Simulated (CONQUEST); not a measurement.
CONQUEST run on InBi (P4/nmm, 4 atoms in the cell; from Materials Project mp-23313, changed as shown): self-consistent single point.

All values come from this method and carry its errors: LDA (PW92), numerical atomic orbitals double-zeta with polarisation (the shipped basis), PseudoDojo norm-conserving potentials made for LDA (CONQUEST 1.3).

The change in words: lattice scaled by 1.02. Reference geometry (P4/nmm):
```
CELL_PARAMETERS angstrom
      4.96582     0.00000     0.00000
      0.00000     4.96582     0.00000
      0.00000     0.00000     5.28077
ATOMIC_POSITIONS crystal
  In 0.50000 0.50000 0.00000
  In 0.00000 0.00000 0.00000
  Bi 0.50000 0.00000 0.36001
  Bi 0.00000 0.50000 0.63999
```

Reference input (self-consistent single point, DFT, LDA (PW92), numerical atomic orbitals double-zeta with polarisation (the shipped basis), PseudoDojo norm-conserving potentials made for LDA): basis = DZP; Diag.MPMeshX, Y, Z = 8 8 8; potentials = PseudoDojo norm-conserving LDA; Grid.GridCutoff = 140 Ha; DM.SolutionMethod = diagon; Diag.kT = 0.003675 Ha; Diag.GammaCentred = true; minE.SCTolerance = 1.0e-06; SC.MaxIters = 100; SC.LinearMixingFactor = 0.3; SC.KerkerPreCondition = true; SC.KerkerFactor = 0.3 1/bohr. This run's input differs from it in these lines:

```diff
@@ -31,10 +31,10 @@
 # file: coords.dat
-     9.384041674      0.000000000      0.000000000
-     0.000000000      9.384041674      0.000000000
-     0.000000000      0.000000000      9.979209027
+     9.571721714      0.000000000      0.000000000
+     0.000000000      9.571721714      0.000000000
+     0.000000000      0.000000000     10.178792452
 4
-    4.692020837     4.692020837     0.000000000  1 T T T
+    4.785860857     4.785860857     0.000000000  1 T T T
     0.000000000     0.000000000     0.000000000  1 T T T
-    4.692020837     0.000000000     3.592615042  2 T T T
-    0.000000000     4.692020837     6.386593985  2 T T T
+    4.785860857     0.000000000     3.664467071  2 T T T
+    0.000000000     4.785860857     6.514325381  2 T T T
```

The program printed (abridged):

```
    new_SC_potl: Starting.  Tolerance:  0.10000E-05

    PulayMixSC: Starting Pulay mixing, A_up =  0.300 A_dn =  0.300
    PulayMixSC: Spin non-polarised calculation.
    PulayMixSC: with Kerker preconditioning, q0 =  0.300
          Harris-Foulkes Energy            :      -296.293974688716560 Ha
          GroundState Energy (E-(1/2)TS)   :      -296.294884980123300 Ha
          Free Energy (E-TS)               :      -296.295795271530039 Ha
          DFT Total Energy                 :      -296.276000602436284 Ha
          Total number of electrons        :        56.000000000000142
   [... lines left out ...]
          Total number of electrons        :        56.000107698210641
    PulayMixSC: Pulay iteration    10 residual:              0.22687E-05
          Harris-Foulkes Energy            :      -296.282928525762031 Ha
          GroundState Energy (E-(1/2)TS)   :      -296.283874835475558 Ha
          Free Energy (E-TS)               :      -296.284821145189085 Ha
          DFT Total Energy                 :      -296.282928514499474 Ha
          Total number of electrons        :        56.000107440779466
    PulayMixSC: Pulay iteration    11 residual:              0.64429E-06
    PulayMixSC: Reached SCF tolerance of  0.64429E-06 after     11 iterations
      | Number of electrons      =        56.000107
      |* band energy as 2Tr[K.H] =       -39.166440736188221 Ha
      |  screened ion-ion energy =      -224.324575509327900 Ha
      |  Ha correction           =         1.360284913225245 Ha
      |  XC correction           =       -34.152198720420877 Ha
      | GS Energy as E-(1/2)TS   =      -296.283874835475558 Ha
      | Free Energy as E-TS      =      -296.284821145189085 Ha
      |* Harris-Foulkes energy   =      -296.282928525762031 Ha
      |* DFT total energy        =      -296.282928514499474 Ha
      |  estimated accuracy      =        -0.000000011262557 Ha

    force: Forces on atoms (Ha/a0)
    force:  Atom   X              Y              Z
   [... lines left out ...]
    force: Maximum force :        0.00325371(Ha/a0) on atom         4 in z direction
   [... lines left out ...]
    force: Force Residual:        0.00230072 Ha/a0
    force: Total stress:          5.27833825     0.00000000     0.00000000 GPa
                            -0.00000000     5.27833825     0.00000000
                             0.00000000     0.00000000     4.87243339
    force: Average pressure:     -5.14303663 GPa

    force: Finished force
    get_E_and_F: Change in energy during last step of electronic optimisation:  0.87188E-06
```

The run converged in 11 iterations. CONQUEST prints the stress tensor with tension positive. Against the reference run the free energy goes up by 54.6 meV/atom and the pressure goes from -3.51 to -5.14 GPa.

The program uses no crystal symmetry, so grid and mesh can part values that symmetry would make equal. The atom-centred basis is finite, which shifts total energies, pressures and forces against plane waves. The structure comes from a collection of computed structures, made at another level of theory; the collection holds predicted forms beside known ones. Its lattice was then scaled.

Cost on one core: very roughly 100 core-seconds.
